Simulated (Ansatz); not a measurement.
**Mg4VN4, one structure, two calculations**

Cell: a Materials Project structure (computed, not necessarily an observed phase), taken as it stands.

```cif
data_Mg4VN4
_symmetry_space_group_name_H-M 'P-1'
_symmetry_Int_Tables_number 2
_cell_length_a 5.4010
_cell_length_b 5.4021
_cell_length_c 8.2220
_cell_angle_alpha 71.628
_cell_angle_beta 84.388
_cell_angle_gamma 69.489
loop_
_atom_site_label
_atom_site_type_symbol
_atom_site_symmetry_multiplicity
_atom_site_Wyckoff_symbol
_atom_site_fract_x
_atom_site_fract_y
_atom_site_fract_z
Mg1 Mg 2 i 0.2720 0.1695 0.2034
Mg3 Mg 2 i 0.2448 0.7566 0.9979
Mg5 Mg 2 i 0.2559 0.9513 0.5804
Mg7 Mg 2 i 0.7472 0.4620 0.5933
V V 2 i 0.2721 0.3906 0.7658
N11 N 2 i 0.0087 0.6833 0.6192
N13 N 2 i 0.1661 0.1865 0.9618
N15 N 2 i 0.4864 0.5822 0.8040
N17 N 2 i 0.5101 0.8032 0.3792
```

One atom of each set is listed.

First run. Computed with Ansatz: DFT, PBE, plane waves and PAW, scalar-relativistic, collinear spin, 420 eV cutoff, Γ-centred 7×7×5 k-points, Fermi–Dirac smearing 0.05 eV. Start moments as typed (μB): 1 on each V, none on the rest.

```tsv
site	V_zz (10²¹ V/m²)	η	m (μB)
Mg1	-1.50	0.26	0.00
Mg3	-1.71	0.60	0.00
Mg5	1.10	0.63	0.00
Mg7	1.12	0.05	0.00
V	-4.50	0.27	0.00
N11	-1.43	0.22	0.00
N13	-1.60	0.16	0.00
N15	1.24	0.18	0.00
N17	1.15	0.80	0.00
```

Second run. The same atoms and settings, except that the functional is r2SCAN and the cutoff is 500 eV.

Problem. What does the second run give?

Solution. 

| site | V_zz | η | change of V_zz | m (μB) |
| --- | --- | --- | --- | --- |
| Mg1 | -1.59 | 0.29 | -0.09 | 0.00 |
| Mg3 | -1.79 | 0.63 | -0.08 | 0.00 |
| Mg5 | 1.22 | 0.59 | +0.12 | 0.01 |
| Mg7 | 1.30 | 0.05 | +0.18 | 0.01 |
| V | -3.76 | 0.56 | +0.74 | 0.50 |
| N11 | -1.50 | 0.31 | -0.07 | -0.01 |
| N13 | -1.49 | 0.36 | +0.11 | -0.02 |
| N15 | 1.13 | 0.38 | -0.11 | -0.01 |
| N17 | 1.27 | 0.75 | +0.12 | -0.01 |

The largest change of V_zz is on V, from -4.50 to -3.76. In per cent, |V_zz| changes by -16 on V (all sites that start above 2). Where |V_zz| stays above 0.1, η moves most on V, from 0.27 to 0.56. The absolute magnetisation of the cell goes from 0.0 to 2.2 μB.

The run finds no gap above 0.1 eV (a metal, or nearly one), so the gradients can move by 10 % or more with the k-mesh.
For the first run: The largest force is 0.3 eV/Å, so the atoms aren't at the calculated equilibrium and relaxing them would move these values. The start moments die out, and the run ends without spin.
For the second run: The program didn't check the stability of this electronic state in full, so a lower one may lie near. Semilocal functionals can leave a metal where correlation in the d or f shell opens a gap in the real compound, and that would change the values at and beside V. All moments are parallel here, as the start or the cell imposes; many such compounds order antiparallel, where fields and spin densities carried over to other atoms largely cancel. The magnetic order is the one that the run reached from its start moments, not necessarily the measured one (the real compound may not order at all).
